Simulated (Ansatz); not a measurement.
AlV:
Space group Cmmm (No. 65); a = 3.448 Å, b = 3.893 Å, c = 4.004 Å, α = β = γ = 90.00°

```csv
atom,site,symmetry,x,y,z
Al,2a,mmm,0.0000,0.0000,0.0000
V,2c,mmm,0.0000,0.5000,0.5000
```
(The calculation used a cell of 2 atoms; values per cell refer to that cell.)

Relaxed with LDA.

### Question
Which orbitals make up the states near the Fermi level in LDA (plane waves, PAW; program Ansatz)?

### Answer
Within 0.5 eV of the Fermi level: V 3d 84 %, Al 3p 7 %. Projections are on Löwdin-orthogonalised atomic valence shells; empty p or d shells of many metals are not among them.

### Question
Tabulate the density of states.

### Answer
States/eV per cell of 2 atoms, in 0.25 eV bins, energy from the Fermi level.

| E (eV) | total | V 3d | Al 3p | Al 3s |
|---|---|---|---|---|
| -7.85 | 0.32 | 0.02 | 0.13 | 0.12 |
| -7.60 | 0.33 | 0.02 | 0.14 | 0.12 |
| -7.35 | 0.33 | 0.03 | 0.15 | 0.12 |
| -7.10 | 0.34 | 0.03 | 0.15 | 0.11 |
| -6.85 | 0.34 | 0.04 | 0.16 | 0.11 |
| -6.60 | 0.35 | 0.04 | 0.16 | 0.11 |
| -6.35 | 0.36 | 0.05 | 0.16 | 0.11 |
| -6.10 | 0.37 | 0.06 | 0.17 | 0.11 |
| -5.85 | 0.42 | 0.07 | 0.19 | 0.12 |
| -5.60 | 0.46 | 0.09 | 0.20 | 0.13 |
| -5.35 | 0.55 | 0.13 | 0.22 | 0.15 |
| -5.10 | 0.52 | 0.12 | 0.22 | 0.13 |
| -4.85 | 0.46 | 0.10 | 0.20 | 0.10 |
| -4.60 | 0.46 | 0.11 | 0.20 | 0.09 |
| -4.35 | 0.52 | 0.13 | 0.22 | 0.11 |
| -4.10 | 0.61 | 0.17 | 0.26 | 0.11 |
| -3.85 | 0.75 | 0.26 | 0.30 | 0.11 |
| -3.60 | 0.80 | 0.28 | 0.34 | 0.09 |
| -3.35 | 0.88 | 0.30 | 0.41 | 0.07 |
| -3.10 | 1.19 | 0.49 | 0.51 | 0.06 |
| -2.85 | 1.38 | 0.66 | 0.55 | 0.05 |
| -2.60 | 1.40 | 0.78 | 0.48 | 0.04 |
| -2.35 | 1.64 | 0.96 | 0.54 | 0.04 |
| -2.10 | 1.99 | 1.08 | 0.72 | 0.07 |
| -1.85 | 1.37 | 0.74 | 0.48 | 0.06 |
| -1.60 | 1.37 | 0.95 | 0.31 | 0.04 |
| -1.35 | 2.15 | 1.72 | 0.31 | 0.03 |
| -1.10 | 2.37 | 1.92 | 0.33 | 0.03 |
| -0.85 | 2.10 | 1.72 | 0.26 | 0.02 |
| -0.60 | 1.65 | 1.39 | 0.15 | 0.01 |
| -0.35 | 1.36 | 1.14 | 0.11 | 0.01 |
| -0.10 | 1.13 | 0.93 | 0.09 | 0.01 |
| 0.15 | 1.31 | 1.10 | 0.10 | 0.01 |
| 0.40 | 1.91 | 1.63 | 0.12 | 0.01 |
| 0.65 | 1.59 | 1.32 | 0.14 | 0.02 |
| 0.90 | 1.75 | 1.45 | 0.16 | 0.03 |
| 1.15 | 2.22 | 1.85 | 0.23 | 0.05 |
| 1.40 | 3.38 | 2.95 | 0.26 | 0.06 |
| 1.65 | 3.44 | 3.05 | 0.23 | 0.04 |
| 1.90 | 1.88 | 1.56 | 0.19 | 0.03 |
| 2.15 | 1.28 | 1.00 | 0.17 | 0.02 |
| 2.40 | 1.11 | 0.85 | 0.16 | 0.02 |
| 2.65 | 0.66 | 0.39 | 0.16 | 0.02 |
| 2.90 | 0.56 | 0.30 | 0.16 | 0.02 |
| 3.15 | 0.74 | 0.42 | 0.22 | 0.02 |
| 3.40 | 1.06 | 0.62 | 0.27 | 0.09 |
| 3.65 | 1.34 | 0.79 | 0.31 | 0.17 |
| 3.90 | 1.24 | 0.51 | 0.31 | 0.29 |
| 4.15 | 1.17 | 0.40 | 0.35 | 0.26 |
| 4.40 | 0.96 | 0.29 | 0.32 | 0.20 |
| 4.65 | 0.77 | 0.20 | 0.27 | 0.15 |

The first step of the workflow began from a Materials Project structure, measured or hypothetical; the Crystallography Open Database copy checked does not list it. With Al and V taken as one species the cell has the higher symmetry I4/mmm, so it may be an ordered model of a mixed-site phase. Whether it is the stable phase at ambient conditions was not checked. The LDA relaxation kept the symmetry of its start; its stability against distortions is not shown here. The run is not spin-polarised. Axis ratios of metals converge slowly with the k-mesh, so a and c are less sure than the volume.

Potentials: the later of the program's two PAW sets.
